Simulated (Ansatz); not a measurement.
Ga2Cu (space group P4/mmm)

```
CELL_PARAMETERS angstrom
      5.54212     0.00000     0.00000
      2.77106     2.77106     0.00000
      0.00000     0.00000     5.66530
ATOMIC_POSITIONS crystal
  Ga 0.00000 0.50000 0.28331
  Ga 0.50000 0.50000 0.28331
  Ga 0.00000 0.50000 0.71669
  Ga 0.50000 0.50000 0.71669
  Cu 0.00000 0.00000 0.00000
  Cu 0.50000 0.00000 0.00000
```

A phonon eigenvector at M = (0.5, 0.5, 0.0) is frozen into this cell: atom i moves by Q times the vector below, so Q is the largest atomic displacement, in Å. The cell is held. It is one choice among 2 degenerate patterns. (q is in reciprocal vectors of the primitive cell; the cell shown is doubled to hold the pattern.)

| atom | x | y | z |
|---|---|---|---|
| Ga1 | 0.000 | 1.000 | 0.000 |
| Ga2 | 0.000 | -1.000 | 0.000 |
| Ga3 | 0.000 | -1.000 | 0.000 |
| Ga4 | 0.000 | 1.000 | 0.000 |

Atoms not listed stay in place.

The numbers are results of LDA (plane waves to 420 eV, PAW, scalar-relativistic; Ansatz, an electronic-structure program), not measurements. k mesh 17×17×8 (Γ-centred), Fermi-Dirac smearing 0.05 eV. The energy includes the smearing's −TS. With partly filled bands, energies and forces of such displacements shift with the k mesh and the smearing. Ga2Cu is run without spin polarisation. Ga2Cu was relaxed with its symmetry unable to fall. The zero of ΔE is the undisplaced structure.

```json
[
 {"Q (Å)": "-0.100", "ΔE (meV/cell)": "133"},
 {"Q (Å)": "-0.067", "ΔE (meV/cell)": "57"},
 {"Q (Å)": "-0.033", "ΔE (meV/cell)": "14"},
 {"Q (Å)": "0.000", "ΔE (meV/cell)": "0"},
 {"Q (Å)": "0.033", "ΔE (meV/cell)": "14"},
 {"Q (Å)": "0.067", "ΔE (meV/cell)": "57"},
 {"Q (Å)": "0.100", "ΔE (meV/cell)": "133"}
]
```

### Question
Which DFPT wavenumber at M = (0.5, 0.5, 0.0) belongs to this mode?
A. 158 cm⁻¹
B. 208 cm⁻¹
C. 101 cm⁻¹

### Answer
A, 158 cm⁻¹. The curvature of the scan gives 157 cm⁻¹

(A displaced cell: forces are minus the slopes of the energy, force constants its curvatures, and phonons follow from these.)
